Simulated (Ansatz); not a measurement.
Harmonic vibrational thermodynamics of Ag (fcc (Cu type), Fm-3m) at fixed volume, LDA in the plane-wave PAW code Ansatz. The rows extrapolate the 0 K crystal and know nothing of melting or changes of phase.

```csv
T (K),F_vib (meV/atom),S (J/K per mol of atoms),C_V (J/K per mol of atoms)
50,21.8,5.1,10.6
100,16.4,[?],[?]
200,-8.3,[?],[?]
300,-45.4,[?],[?]
400,-90.9,47.3,24.5
600,-200.1,57.3,24.7
800,-326.6,64.4,24.8
1000,-466.1,70.0,24.9
```

Fill in the missing entries.


- 300, S (J/K per mol of atoms): 40.3
- 300, C_V (J/K per mol of atoms): 24.2
- 100, S (J/K per mol of atoms): 15.7
- 100, C_V (J/K per mol of atoms): 19.3
- 200, S (J/K per mol of atoms): 30.7
- 200, C_V (J/K per mol of atoms): 23.3

The cell keeps a stress of up to 0.2 GPa. Symmetry was held in the LDA relaxation; phonons on a q-mesh show no instability. The run is not spin-polarised.

Potentials: the earlier of the program's two PAW sets.
